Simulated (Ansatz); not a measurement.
GaSb:
```xyz
2
Lattice="-2.7284 2.7284 1.5760 2.7284 -2.7284 1.5760 2.7284 2.7284 -1.5760" Properties=species:S:1:pos:R:3 pbc="T T T"
Ga     0.0000     2.7284     0.7880
Sb     0.0000     0.0000     0.0000
```

Relaxed with r²SCAN. Special points in fractions of this cell's reciprocal vectors: Γ (0.000, 0.000, 0.000); X (0.000, 0.000, 0.500); M (-0.500, 0.500, 0.500); Z (0.333, 0.333, -0.333); Z0 (-0.333, 0.667, 0.333); P (0.250, 0.250, 0.250); N (0.000, 0.500, 0.000).

Q: List the band energies nearest the Fermi level at these points for plane-wave PAW r²SCAN with spin–orbit coupling (Ansatz code).

A: In eV from the Fermi level; about four levels below and three above (degenerate sets whole), none deeper than 8.9 eV; points with the same levels are listed once.

```csv
k,below,above
Γ,-2.38 -2.38 -2.00 -2.00,3.73 3.73 5.33 5.33
X,-8.64 -8.64 -0.20 -0.20,1.74 1.74 2.39 2.39
M,-5.53 -5.53 -5.33 -5.33,3.63 3.63 5.24 5.24
Z,-3.62 -3.62 -3.26 -3.26,4.23 4.23 6.40 6.40
P,-4.82 -4.77 -3.52 -3.38,3.63 3.81 4.03
N,-1.77 -1.77 -1.26 -1.26,2.59 2.59 3.49 3.49
```

Space group I-4m2. The first step of the workflow began from a Materials Project structure, measured or hypothetical; the Crystallography Open Database copy checked does not list it. It is not the phase usual at ambient conditions (space group No. 216). The cell was relaxed with r²SCAN under the symmetry of its start; whether a distortion lowers the energy is not shown.

Potentials: the later of the program's two PAW sets.
